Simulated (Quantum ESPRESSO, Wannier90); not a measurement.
# Te$_{2}$Mo (P6₃/mmc, 2Hc stacking as in molybdenite), plane waves to Wannier functions

```
Te2Mo
1.0
    3.56565     0.00000     0.00000
   -1.78282     3.08794     0.00000
    0.00000     0.00000    14.64778
Te Mo
4 2
Direct
  0.33333   0.66667   0.62782
  0.66667   0.33333   0.37218
  0.66667   0.33333   0.12782
  0.33333   0.66667   0.87218
  0.33333   0.66667   0.25000
  0.66667   0.33333   0.75000
```

Materials Project entry mp-602; symmetrised, unrelaxed at this level. COD (Crystallography Open Database) has the formula in 2 space groups, this one among them (matched by group alone). Level: PBEsol, no spin polarisation, no spin-orbit coupling; pw.x of Quantum ESPRESSO at 66 Ry with PseudoDojo potentials, 4×4×4 k-points, Wannier90. Density: 12×12×2 mesh, Gaussian smearing 0.01 Ry. The cell is built of weakly bound layers, chains or molecules, whose nearest atoms lie 4.27 Å apart. Database cells relaxed without dispersion often hold them too far apart, which can enlarge gaps and weakens couplings between them; spacing and stacking were not compared with the measured crystal. Spin-orbit coupling is left out although heavy elements are present.

Base run: 34 functions from bands 29-78 of the 78 computed, start hydrogen-like Te: s;p; Mo: s;p;d, centres 0.05 Å off the atoms, frozen window up to 2.40 eV relative to the valence-band maximum, outer window open. One thing is changed at a time; window edges are relative to the valence-band maximum. The misfit compares interpolated bands with pw.x on a high-symmetry path, for states up to 1.9 eV relative to the valence-band maximum. Converged means that the tolerances were met: symmetric starts can stop on a saddle, which shows as a larger Ω_OD at equal Ω_I and can move the misfit too.

```csv
setting,functions,frozen to (eV),Ω_I (Å²),Ω_D (Å²),Ω_OD (Å²),rms misfit (meV),worst (meV),ended
base,34,2.40,51.74,0.16,12.61,59,394,converged
frozen window to 3.40 eV,34,3.40,52.63,0.17,12.51,54,322,converged
frozen window to 0.40 eV,34,0.40,50.43,0.14,12.25,74,373,converged
frozen window to 9.54 eV,34,9.54,–,–,–,–,–,stops: too many frozen states
```

Runs of this sweep that didn't settle are not listed.
